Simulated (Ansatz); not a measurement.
Density of states of a Sn2Ge16PbC cell (elements on a diamond lattice, relaxed), per eV and atom, broadened by Gaussian smearing of width 0.1 eV and averaged over bins of 0.4 eV, from 8 eV under the Fermi level at most up to where the solved bands end.

Theory: DFT PBE, scalar-relativistic, plane waves, PAW in Ansatz.

Plane waves to 420 eV, a k mesh through Γ of 5×5×4 on the computed 20-atom cell and Gaussian smearing (0.10 eV); no spin polarisation.

```
C Ge Sn Pb
1.0
     2.88565    2.89810    5.76554
    -2.93758   -2.91156    5.79909
     8.72009   -5.81152    2.85854
C Ge Sn Pb
1 16 2 1
Direct
  0.40882 0.97168 0.19411
  0.22022 0.00574 0.57470
  0.10229 0.48404 0.81091
  0.58094 0.00677 0.81280
  0.99186 0.00047 0.01942
  0.80451 0.00011 0.39155
  0.70283 0.50357 0.60115
  0.51025 0.50899 0.98803
  0.87274 0.51244 0.20164
  0.58435 0.88030 0.60075
  0.47829 0.37792 0.79594
  0.37214 0.88327 0.03051
  0.71849 0.88800 0.20272
  0.69220 0.36917 0.40334
  0.20370 0.89999 0.36083
  0.06674 0.37229 0.61554
  0.86940 0.37014 0.00594
  0.29831 0.51167 0.41084
  0.98794 0.87628 0.79520
  0.28872 0.33142 0.19035
```

| E − E_F (eV) | total | Ge 4p | Ge 4s | Sn 5p | C 2p |
| --- | --- | --- | --- | --- | --- |
| -7.85 | 0.271 | 0.078 | 0.137 | 0.009 | 0.011 |
| -7.45 | 0.362 | 0.116 | 0.177 | 0.014 | 0.015 |
| -7.05 | 0.430 | 0.157 | 0.182 | 0.016 | 0.014 |
| -6.65 | 0.295 | 0.108 | 0.118 | 0.009 | 0.009 |
| -6.25 | 0.236 | 0.087 | 0.095 | 0.007 | 0.006 |
| -5.85 | 0.174 | 0.064 | 0.068 | 0.005 | 0.006 |
| -5.45 | 0.149 | 0.055 | 0.058 | 0.004 | 0.008 |
| -5.05 | 0.107 | 0.041 | 0.043 | 0.003 | 0.005 |
| -4.65 | 0.091 | 0.036 | 0.034 | 0.002 | 0.007 |
| -4.25 | 0.182 | 0.105 | 0.030 | 0.007 | 0.028 |
| -3.85 | 0.502 | 0.356 | 0.029 | 0.029 | 0.057 |
| -3.45 | 0.617 | 0.444 | 0.039 | 0.039 | 0.056 |
| -3.05 | 0.564 | 0.424 | 0.033 | 0.043 | 0.034 |
| -2.65 | 0.653 | 0.516 | 0.028 | 0.051 | 0.028 |
| -2.25 | 0.673 | 0.538 | 0.028 | 0.056 | 0.021 |
| -1.85 | 0.621 | 0.490 | 0.023 | 0.060 | 0.018 |
| -1.45 | 0.492 | 0.369 | 0.016 | 0.059 | 0.014 |
| -1.05 | 0.469 | 0.331 | 0.013 | 0.068 | 0.013 |
| -0.65 | 0.272 | 0.191 | 0.005 | 0.038 | 0.009 |
| -0.25 | 0.160 | 0.113 | 0.007 | 0.018 | 0.006 |
| 0.15 | 0.071 | 0.038 | 0.016 | 0.005 | 0.003 |
| 0.55 | 0.166 | 0.078 | 0.042 | 0.009 | 0.011 |
| 0.95 | 0.392 | 0.199 | 0.092 | 0.026 | 0.018 |

The columns after the total are the largest Löwdin projections on the valence shells of the potentials, so they needn't add up, and the weight of a shell that a potential lacks goes to other orbitals. The cell has no gap on the mesh.

Spin-orbit coupling is left out, which matters for the bands of heavy elements.

Cost: 2 runs of about 32 core-minutes in all (earlier runs that led there not counted), on Intel Xeon Processor @ 2.50GHz (Skylake/Cascade Lake) (shared hosts).